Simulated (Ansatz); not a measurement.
Trial structure of Na4H, not yet relaxed:

```
Na H
1.0
     4.43620    0.00000    0.00000
     0.00000    4.43620    0.00000
     0.00000    0.00000    4.43620
Na H
4 1
Direct
  0.50000 0.00000 0.00000
  0.00000 0.50000 0.00000
  0.00000 0.00000 0.50000
  0.50000 0.50000 0.50000
  0.00000 0.00000 0.00000
```

Method: DFT PBE, scalar-relativistic, plane waves, PAW (Ansatz 0.2.0). Settings: cutoff 420 eV, Γ-centred mesh 4×4×4 on the computed 5-atom cell, Gaussian smearing of 0.10 eV; no spin polarisation.

The zero of energy is the elements' standard structures at the same level (H₂ as a molecule); no fitted shifts are applied.

**Question.** What does a single point on this coarse mesh give?

**Answer.** The pressure is 11.1 GPa (it wants to expand), the largest force is 0.00 eV/Å (symmetry fixes the atoms), and the energy is +0.29 eV/atom against the elements. The shortest distance is 2.22 Å.

**Question.** How much does it gain on relaxing, and where does it end?

**Answer.** Relaxing gains about 0.25 eV/atom (the start's value is from the coarse mesh, so the gain is rough) in 11 ionic steps and ends at +0.04 eV/atom on the finer mesh. The symmetry stays Pm-3m (No. 221). The volume per atom grows by 56.1 %, from 17.5 to 27.2 Å³. The shortest distance goes from 2.22 Å (Na–H) to 2.57 Å (Na–H). Conventional cell: a = 5.146 Å. Na on a site of symmetry 4/mmm has 2 H at 2.57 Å and 12 Na at 3.64 Å; around Na on a site of symmetry m-3m lie 12 Na at 3.64 Å; H has 6 Na at 2.57 Å.

The last run used an 8×8×8 mesh for its 5-atom cell and Gaussian smearing of 0.10 eV. The cell is a metal run without spin; a magnetic state may lie lower. With hydrogen, zero-point motion can shift formation energies by some tens of meV/atom. The relaxation can't lower the symmetry of the start. A structure relaxed within its symmetry needn't be a true minimum.
